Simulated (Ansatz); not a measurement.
A generator proposed this cell of ZrSi6.

```yaml
crystal:
  lattice:
    - [5.00200, 0.00000, 0.00000]
    - [0.00000, 5.00200, 0.00000]
    - [0.00000, 0.00000, 5.00200]
  atoms:
    - { symbol: Zr, position: [0.50000, 0.50000, 0.50000] }
    - { symbol: Si, position: [0.74081, 0.00000, 0.00000] }
    - { symbol: Si, position: [0.25919, 0.00000, 0.00000] }
    - { symbol: Si, position: [0.00000, 0.74081, 0.00000] }
    - { symbol: Si, position: [0.00000, 0.25919, 0.00000] }
    - { symbol: Si, position: [0.00000, 0.00000, 0.74081] }
    - { symbol: Si, position: [0.00000, 0.00000, 0.25919] }
```

These are results of Ansatz, DFT PBE, scalar-relativistic, plane waves, PAW, not measurements. Settings: cutoff 420 eV, Γ-centred mesh 4×4×4 on the computed 7-atom cell, Gaussian smearing of 0.10 eV; no spin polarisation.

Formation energies are uncorrected and refer to the elements' standard structures at the same level.

Question: Estimate its pressure, forces and energy as it stands.

Answer: The pressure is 95.8 GPa (it wants to expand), the largest force is 31.77 eV/Å, and the energy is +5.05 eV/atom against the elements. The shortest distance is 1.83 Å, so close that the PAW spheres overlap strongly and these values are rough.

Question: How much does it gain on relaxing, and where does it end?

Answer: Relaxing gains about 3.7 eV/atom (the start's value is from the coarse mesh, so the gain is rough) in 13 ionic steps and ends at +1.32 eV/atom on the finer mesh. The symmetry stays Pm-3m (No. 221). The volume per atom grows by 51.6 %, from 17.9 to 27.1 Å³. The shortest distance goes from 1.83 Å (Si–Si) to 2.28 Å (Si–Si). Conventional cell: a = 5.746 Å. Zr is surrounded by 24 Si at 4.22 Å (long contacts); Si is surrounded by 1 Si at 2.28 Å, 4 Si at 2.45 Å, 1 Si at 3.46 Å and 4 Zr at 4.22 Å.

The last run used collinear spin, an 8×8×8 mesh for its 7-atom cell and Gaussian smearing of 0.10 eV. Another magnetic order may lie lower. The relaxation can't lower the symmetry of the start. Symmetry constrained the relaxation, so the result can be a saddle point.
